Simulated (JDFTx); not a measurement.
An input for JDFTx (a modified build) (TiB2(0001), CANDLE, water, 1 M KF; bohr, hartree) and the course of its log:

```
lattice \
  5.7181787644 -2.8590893917 0.0000000000 \
  0.0000000000 4.9520880832 0.0000000000 \
  0.0000000000 0.0000000000 42.5188378041
coords-type Lattice
ion B 0.6666666667 0.3333333333 -0.0717504440 0
ion B 0.3333333333 0.6666666667 -0.0717504440 0
ion B 0.6666666667 0.3333333333 0.0717504440 0
ion B 0.3333333333 0.6666666667 0.0717504440 0
ion Ti 0.0000000000 0.0000000000 -0.1405130846 0
ion Ti 0.0000000000 0.0000000000 0.0000000000 0
ion Ti 0.0000000000 0.0000000000 0.1405130846 0
ion-species pseudo/b_pbe_v1.4.upf
ion-species pseudo/ti_pbe_v1.4.upf
elec-cutoff 20 100
elec-ex-corr gga-PBE
coulomb-interaction Slab 001
coulomb-truncation-embed 0 0 0
kpoint-folding 8 8 1
elec-smearing Fermi 0.01
elec-n-bands 36
target-mu -0.115393
electronic-scf nIterations 100 energyDiffThreshold 1e-07
fluid LinearPCM
pcm-variant CANDLE
fluid-solvent H2O
fluid-cation K+ 1
fluid-anion F- 1
fluid-minimize nIterations 400 knormThreshold 1e-12
wavefunction read f0.wfns
elec-initial-eigenvals f0.eigenvals
elec-initial-fillings read f0.fillings
fluid-initial-state f0.fluidState
dump-name f0_u0.$VAR
dump End State Ecomponents EigStats BandEigs Forces ElecDensity IonicPositions Fillings Kpoints Dtot FluidDebug BoundCharge FluidDensity
```

```
[one cycle in 5 is shown, and the last three; fluid-solver lines are left out]
	FillingsUpdate:  mu: -0.115393000  nElectrons: 51.832980
SCF: Cycle:  0   G: -178.022899717638438   dG: +2.978e+00   |Residual|: 3.204e-01   |deigs|: 2.120e-05
	FillingsUpdate:  mu: -0.115393000  nElectrons: 48.256139
SCF: Cycle:  5   G: -180.991204461313743   dG: +7.045e-04   |Residual|: 3.328e-02   |deigs|: 3.244e-03
	FillingsUpdate:  mu: -0.115393000  nElectrons: 52.464994
SCF: Cycle: 10   G: -176.765183932084994   dG: -2.492e-01   |Residual|: 3.729e-01   |deigs|: 9.633e-04
	FillingsUpdate:  mu: -0.115393000  nElectrons: 53.707843
SCF: Cycle: 15   G: -174.167554282818799   dG: -3.263e-01   |Residual|: 4.695e-01   |deigs|: 9.278e-04
	FillingsUpdate:  mu: -0.115393000  nElectrons: 50.421305
SCF: Cycle: 20   G: -179.773763094393530   dG: +5.053e-01   |Residual|: 2.292e-01   |deigs|: 4.555e-03
	FillingsUpdate:  mu: -0.115393000  nElectrons: 49.554441
SCF: Cycle: 25   G: -180.573622951581967   dG: -1.551e-01   |Residual|: 1.212e-01   |deigs|: 2.265e-03
	FillingsUpdate:  mu: -0.115393000  nElectrons: 52.994954
SCF: Cycle: 30   G: -175.419176879559615   dG: +2.321e-01   |Residual|: 4.427e-01   |deigs|: 1.582e-03
	FillingsUpdate:  mu: -0.115393000  nElectrons: 52.244118
SCF: Cycle: 35   G: -176.904703692468786   dG: +8.203e-01   |Residual|: 3.997e-01   |deigs|: 3.593e-03
	FillingsUpdate:  mu: -0.115393000  nElectrons: 51.767313
SCF: Cycle: 40   G: -177.193941262074759   dG: +3.775e-01   |Residual|: 3.813e-01   |deigs|: 1.705e-03
	FillingsUpdate:  mu: -0.115393000  nElectrons: 45.388006
SCF: Cycle: 45   G: -179.649579363329934   dG: -2.207e-01   |Residual|: 2.037e-01   |deigs|: 4.175e-02
	FillingsUpdate:  mu: -0.115393000  nElectrons: 46.914265
SCF: Cycle: 50   G: -180.729838959064921   dG: +1.411e-01   |Residual|: 1.387e-01   |deigs|: 2.590e-03
	FillingsUpdate:  mu: -0.115393000  nElectrons: 52.446644
SCF: Cycle: 55   G: -176.415933709100671   dG: -9.015e-03   |Residual|: 4.077e-01   |deigs|: 1.283e-03
	FillingsUpdate:  mu: -0.115393000  nElectrons: 45.452441
SCF: Cycle: 60   G: -179.796887314199864   dG: +1.354e-01   |Residual|: 1.781e-01   |deigs|: 1.630e-03
	FillingsUpdate:  mu: -0.115393000  nElectrons: 47.488881
SCF: Cycle: 65   G: -180.969381787550759   dG: -1.446e-01   |Residual|: 1.823e-02   |deigs|: 3.529e-03
	FillingsUpdate:  mu: -0.115393000  nElectrons: 47.000357
SCF: Cycle: 70   G: -180.844000200901746   dG: -2.050e-01   |Residual|: 5.162e-02   |deigs|: 4.020e-03
	FillingsUpdate:  mu: -0.115393000  nElectrons: 46.361856
SCF: Cycle: 75   G: -180.486317024809040   dG: +2.497e-01   |Residual|: 9.537e-02   |deigs|: 3.704e-03
	FillingsUpdate:  mu: -0.115393000  nElectrons: 47.028374
SCF: Cycle: 80   G: -180.870452790053292   dG: -1.353e-01   |Residual|: 4.311e-02   |deigs|: 2.477e-03
	FillingsUpdate:  mu: -0.115393000  nElectrons: 45.864151
SCF: Cycle: 85   G: -179.850375170339305   dG: +1.443e-01   |Residual|: 1.455e-01   |deigs|: 3.794e-03
	FillingsUpdate:  mu: -0.115393000  nElectrons: 43.567392
SCF: Cycle: 90   G: -174.724479181008434   dG: +4.679e-02   |Residual|: 3.176e-01   |deigs|: 2.637e-04
	FillingsUpdate:  mu: -0.115393000  nElectrons: 38.805050
SCF: Cycle: 95   G: -154.961184102144728   dG: +1.207e+01   |Residual|: 5.525e-01   |deigs|: 3.961e-02
	FillingsUpdate:  mu: -0.115393000  nElectrons: 46.992367
SCF: Cycle: 97   G: -180.725537769633235   dG: +2.617e-01   |Residual|: 7.029e-02   |deigs|: 7.751e-03
	FillingsUpdate:  mu: -0.115393000  nElectrons: 46.522316
SCF: Cycle: 98   G: -180.326249644595265   dG: +3.993e-01   |Residual|: 1.118e-01   |deigs|: 4.784e-03
	FillingsUpdate:  mu: -0.115393000  nElectrons: 43.794768
SCF: Cycle: 99   G: -175.116300575051838   dG: +5.210e+00   |Residual|: 3.065e-01   |deigs|: 3.035e-02
SCF: None of the convergence criteria satisfied after 100 iterations.
IonicMinimize: Iter:   0  G: -175.116300575051838  |grad|_K:  0.000e+00
IonicMinimize: Converged (|grad|_K<1.000000e-04).
```

This run gave no converged result. The electronic loop ended without meeting its threshold, so the last energy, electron count and forces aren't results.
